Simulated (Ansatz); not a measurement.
# Sc: how the energy converges with the cutoff

Sc, I4/mmm, a = 3.834 Å, c = 3.435 Å. This isn't the element's structure at ambient conditions. Ansatz: PBEsol, PAW, cutoff varied, Γ-centred 16×16×16 mesh on 1 atom, Gaussian smearing 0.10 eV; no spin polarisation. Single points at one geometry, the cutoff alone changed; ΔE is the energy at zero smearing over the run at 500 eV. The runs up to 350 eV lie under the cutoff recommended for these PAW datasets.

```
cutoff (eV)  ΔE (meV/atom)
        250         318.84
        300          27.34
        350              ?
        420           0.31
```

Problem. Assume ΔE falls exponentially with the cutoff, fit y = ln ΔE against x, the cutoff in eV, to the other rows, and predict the missing value.

Solution. y = 5.765, 3.308, -1.171. Means x = 323.3, y = 2.6340; Σ(Δx)² = 15267, ΣΔxΔy = -613.1; the slope is their ratio. y = 15.62 − 0.04016 x, a factor of ten per 57 eV. At 350 eV this gives ΔE = 4.78 meV/atom. The run gave 1.19, a ratio of 4.02. Between neighbouring rows the decay runs from a factor of ten per 37 eV to one per 120 eV, so one exponential is only a rough guide. The fast fall gives way to a slow tail.